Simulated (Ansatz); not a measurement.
Cd$_{3}$As$_{2}$:
```xyz
10
Lattice="6.3324 0.0000 0.0000 0.0000 6.3324 0.0000 0.0000 0.0000 6.3324" Properties=species:S:1:pos:R:3 pbc="T T T"
Cd     3.1662     0.0000     3.1662
Cd     3.1662     0.0000     0.0000
Cd     3.1662     3.1662     0.0000
Cd     0.0000     3.1662     0.0000
Cd     0.0000     3.1662     3.1662
Cd     0.0000     0.0000     3.1662
As     1.5831     4.7493     4.7493
As     4.7493     4.7493     1.5831
As     4.7493     1.5831     4.7493
As     1.5831     1.5831     1.5831
```

Relaxed with PBEsol. Special points in fractions of this cell's reciprocal vectors: Γ (0.000, 0.000, 0.000); X (0.000, 0.500, 0.000); M (0.500, 0.500, 0.000); R (0.500, 0.500, 0.500).

### Question
List the band energies nearest the Fermi level at these points for plane-wave PAW PBEsol (Ansatz code).

### Answer
In eV from the Fermi level; about four levels below and three above (degenerate sets whole), none deeper than 8.9 eV; points with the same levels are listed once.

| k | below | above |
|---|---|---|
| Γ | -1.81 -1.81 -1.81 -1.17 -0.38 -0.38 | 0.22 0.22 0.22 |
| X | -1.60 -1.60 -0.87 -0.87 | 1.28 1.28 2.01 2.01 |
| M | -1.33 -1.33 -0.38 -0.38 | 0.96 0.96 2.25 2.25 |
| R | -0.82 -0.82 -0.82 -0.17 -0.17 -0.17 | 3.28 3.28 3.28 |

Space group Pn-3m. The workflow started from a Materials Project entry (that database holds measured and hypothetical structures alike); the Crystallography Open Database copy checked does not list it. COD files the formula under space group No. 142, so this cell is another polymorph or a model. Its standing as an ambient phase is unchecked. The cell was relaxed with PBEsol under the symmetry of its start; of distortions, only those at the zone centre were tested, and some modes there are weakly imaginary. Spin–orbit coupling is left out wherever it is not named.

Potentials: the later of the program's two PAW sets.
